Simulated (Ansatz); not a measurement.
**Calculated coordination and ¹⁷O quadrupole coupling for LiTiH6O2F6**

Cell: a computed structure from the Materials Project (it need not be an observed phase), atoms as given.

```xyz
16
Lattice="5.6702 0.0000 0.0000 -2.8351 4.9105 0.0000 0.0000 0.0000 5.9782" Properties=species:S:1:pos:R:3 pbc="T T T"
Li    0.0000    0.0000    1.8544
Ti    0.0000    3.2737    5.9548
H    -1.8424    4.8510    4.3032
H     2.2872    4.0806    4.3032
H     3.8174    1.7194    1.6329
H    -0.4448    0.8895    4.3032
H     2.2725    2.4463    1.6329
H     2.4154    0.7449    1.6329
O     0.0000    0.0000    3.9332
O     2.8351    1.6368    1.9246
F    -0.9995    2.0515    4.8003
F    -0.5587    4.7504    4.8003
F    -1.1246    4.4025    1.2935
F     1.5582    3.0192    4.8003
F    -0.4153    1.7354    1.2935
F     1.5398    3.6832    1.2935
```

Atom numbers follow the list; atoms alike are taken as one site, whose name carries the number of the first.

All values are calculated (Ansatz; DFT, r2SCAN, plane waves and PAW, scalar-relativistic, collinear spin, 500 eV cutoff, Γ-centred 4×4×4 k-points, Fermi–Dirac smearing 0.02 eV), not measured. Start moments as typed (μB): 1 on each Ti, none on the rest.

Q(¹⁷O) = -25.58 mb.

Problem. Order the O environments from the weakest to the strongest quadrupole coupling.
A. O10: 3 H at 1.03 Å; also 3 Li at 3.27 Å
B. O9: 3 H at 1.06 Å, 1 Li at 2.08 Å

Solution. B (5.89 MHz, η = 0.01), A (8.91 MHz, η = 0.01).

Like point charges on the first shell alone (each adding as 1/d³) would give the same order.

The largest force is 0.5 eV/Å, so the atoms aren't at the calculated equilibrium and relaxing them would move these values. The electronic state that the run reached has lower symmetry than the atoms (orbital or charge order), so like atoms can differ and cubic sites can carry a gradient. The program didn't check the stability of this electronic state in full, so a lower one may lie near. All moments are parallel here, as the start or the cell imposes; many such compounds order antiparallel, where fields and spin densities carried over to other atoms largely cancel. The magnetic order is the one that the run reached from its start moments, not necessarily the measured one.
